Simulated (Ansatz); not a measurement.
Ir (fcc (Cu type), Fm-3m) under volume change, plane-wave PAW PBEsol (Ansatz code), scaled uniformly.

```json
[
 {"V (Å³/atom)": "12.782", "E − E(relaxed) (meV/atom)": "166.0", "P (GPa)": "46.22"},
 {"V (Å³/atom)": "13.203", "E − E(relaxed) (meV/atom)": "69.2", "P (GPa)": "27.98"},
 {"V (Å³/atom)": "13.625", "E − E(relaxed) (meV/atom)": "16.2", "P (GPa)": "12.73"},
 {"V (Å³/atom)": "14.046", "E − E(relaxed) (meV/atom)": "0.0", "P (GPa)": "0.00"},
 {"V (Å³/atom)": "14.468", "E − E(relaxed) (meV/atom)": "14.4", "P (GPa)": "-10.62"},
 {"V (Å³/atom)": "14.889", "E − E(relaxed) (meV/atom)": "54.3", "P (GPa)": "-19.47"},
 {"V (Å³/atom)": "15.310", "E − E(relaxed) (meV/atom)": "115.5", "P (GPa)": "-26.81"}
]
```

**Question.** What does a third-order Birch–Murnaghan fit give for V₀, B₀ and B′?

**Answer.** V₀ = 14.05 Å³/atom, B₀ = 387 GPa, B′ = 5.0.

Symmetry was held in the PBEsol relaxation. No spin polarisation was allowed. Scalar-relativistic: spin–orbit coupling is off unless named, which matters more the heavier the elements.

Potentials: the earlier of the program's two PAW sets.
